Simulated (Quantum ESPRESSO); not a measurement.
# Moving one atom in ZrNb2O6F2

These are calculations, not measurements. They come from pw.x of Quantum ESPRESSO 7.5, a plane-wave density functional program, with PseudoDojo standard norm-conserving files (v0.5 for PBE, v0.4.1 for LDA and PBEsol). The cells are made up: elements, strain and atom displacements were drawn at random, and nothing was relaxed. There is no spin polarisation, spin-orbit coupling or dispersion term.

The cell has 12 sites of a rutile lattice (two cells along c). Sites 1 to 4 hold empty Zr Nb Nb; sites 5 to 12 hold O O O F O F O O. Cell vectors in Å: (4.833, 0.002, 0.006); (0.002, 4.749, 0.055); (0.008, 0.072, 6.290). Settings: PBE, cutoff 1143 eV, 5 x 5 x 4 k mesh shifted by half a step, Fermi-Dirac smearing of 0.025 eV.

Each run shifts the O atom on site 11 along x and leaves all else fixed. Site 4 is one of its nearest neighbours. E is the free energy of the cell above the lowest run shown. The last column is band 45 less band 44 at Gamma, from a band step after each run.

| run | shift (Å) | Fx on site 11 (eV/Å) | Fx on site 4 (eV/Å) | P (GPa) | E (meV) | level step at Gamma (eV) |
| --- | --- | --- | --- | --- | --- | --- |
| 1 | -0.0840 | 1.433 | -2.039 | -1.82 | 98.7 | 1.497 |
| 2 | -0.0269 | 0.823 | -1.878 | -2.31 | 34.7 | 1.594 |
| 3 | -0.0169 | 0.724 | -1.857 | -2.39 | 26.9 | 1.611 |
| 4 | -0.0091 | 0.647 | -1.842 | -2.44 | 21.6 | 1.624 |
| 6 | 0.0252 | 0.315 | -1.788 | -2.66 | 5.1 | 1.681 |
| 7 | 0.0662 | -0.059 | -1.749 | -2.86 | 0.0 | 1.748 |
| 5 | 0.0132 | ? | ? | ? | ? | ? |

A rerun of one of these cells at 1467 eV and k mesh 7 x 7 x 6 moved values by no more than 0.004 eV in the cell's energy, 0.04 GPa in stress and 0.002 eV/Å in force.

## Worked fit

A parabola through the six runs shown gives Fx on site 11 = 0.556 - 9.79 u + 7.6 u² eV/Å, with u in Å and a scatter of 0.002 eV/Å. Minus the slope, 9.79 ± 0.05 eV/Å², is this atom's force constant along x at u = 0, with its periodic images moving too. The fitted force vanishes at u = 0.060 Å, where the energy should be lowest along this line. The error is the larger of the fit's own and the change that a cubic makes, rounded up.

## Withheld run

Question: what Fx on site 11 should run 5 give?

The fit gives 0.428 eV/Å. The calculation gave 0.430 eV/Å.

| run | shift (Å) | Fx on site 11 (eV/Å) | Fx on site 4 (eV/Å) | P (GPa) | E (meV) | level step at Gamma (eV) |
| --- | --- | --- | --- | --- | --- | --- |
| 5 | 0.0132 | 0.430 | -1.804 | -2.59 | 9.6 | 1.662 |